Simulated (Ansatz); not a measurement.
# Structure types of Ti compared at 13 GPa

Structure types of Ti are relaxed in primitive cells with their symmetry kept at 13 GPa, first on PAW files, then by LAPW. The enthalpy is E + pV at zero temperature, without zero-point motion. Only the types listed were tried, and differences under about 5 meV/atom are mesh noise.

All numbers are PBEsol results (scalar-relativistic) from Ansatz 0.2.0, with Fermi–Dirac smearing of 0.05 eV, no spin polarisation. Methods: LAPW: all electrons, basis error target 0.5 meV/atom; PAW: frozen-core files, cutoff 420 eV.

k meshes: fcc 17×17×17, bcc 17×17×17, hcp 16×16×9, diamond 13×13×13, sc 15×15×15, beta tin 16×16×16.

The PAW files were made under PBE.

Task: Order the types by LAPW enthalpy, lowest first.
A. bcc
B. sc
C. hcp
D. beta tin
E. diamond
F. fcc

Result: C (0 meV/atom), F (50 meV/atom), A (86 meV/atom), D (404 meV/atom), B (874 meV/atom), E (2565 meV/atom).

| start type | ends as | a, b, c (Å) | V (Å³/atom) | H − H(lowest), LAPW (meV/atom) | same, PAW |
| --- | --- | --- | --- | --- | --- |
| fcc | fcc, Fm-3m | 3.928, 3.928, 3.928 | 15.15 | 49.9 | 49.9 |
| bcc | bcc, Im-3m | 3.107, 3.107, 3.107 | 14.99 | 85.6 | 85.5 |
| hcp | hcp, P6_3/mmc | 2.810, 2.810, 4.457 | 15.24 | 0.0 | 0.0 |
| diamond | diamond, Fd-3m | 5.058, 5.058, 5.058 | 16.17 | 2565.4 | 2567.0 |
| sc | sc, Pm-3m | 2.487, 2.487, 2.487 | 15.39 | 874.5 | 875.2 |
| beta tin | beta tin, I4_1/amd | 4.706, 4.706, 2.700 | 14.95 | 404.4 | 404.9 |

Task: Split the lead of hcp over fcc into energy and pV.

Result: For fcc less hcp: ΔE = +57.6 meV/atom, and p·ΔV = 13 GPa × -0.0954 Å³ × 6.242 meV/(GPa·Å³) = -7.7 meV/atom, together 49.9 meV/atom. hcp wins by its internal energy, though it is the less dense.
